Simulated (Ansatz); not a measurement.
Formation energies in the Ag–Pt system, lowest calculated structure of each composition. Computed with PBEsol (plane waves to 420 eV, PAW, scalar-relativistic; Ansatz, an electronic-structure program). Element references, the lowest calculated here: Ag (Fm-3m), Pt (Fm-3m).

```tsv
phase	x(Pt)	space group	E_f (eV/atom)	above hull (eV/atom)
Ag	0.000	Fm-3m	0.00	0.00
Ag3Pt	0.250	Pm-3m	0.02	0.04
Ag2Pt	0.333	Fm-3m	0.45	0.48
AgPt	0.500	R-3m	-0.05	0.00
Pt	1.000	Fm-3m	0.00	0.00
```

For Ag2Pt a lower structure may exist, so the energies are upper bounds and are not judged. On the hull: AgPt.

Hull of the energies calculated here, no anion corrections, zero temperature, no zero-point energy; an uncalculated phase could lie lower. Values are rounded to 0.01 eV/atom. Not shown to be the ambient phase of their composition (a lower form may be missing, and a cell relaxed within its start's symmetry can be a saddle point): Ag2Pt (Fm-3m), AgPt (R-3m). Spin-orbit coupling is missing from these energies, which matters for elements this heavy. The compounds carry no spin polarisation.
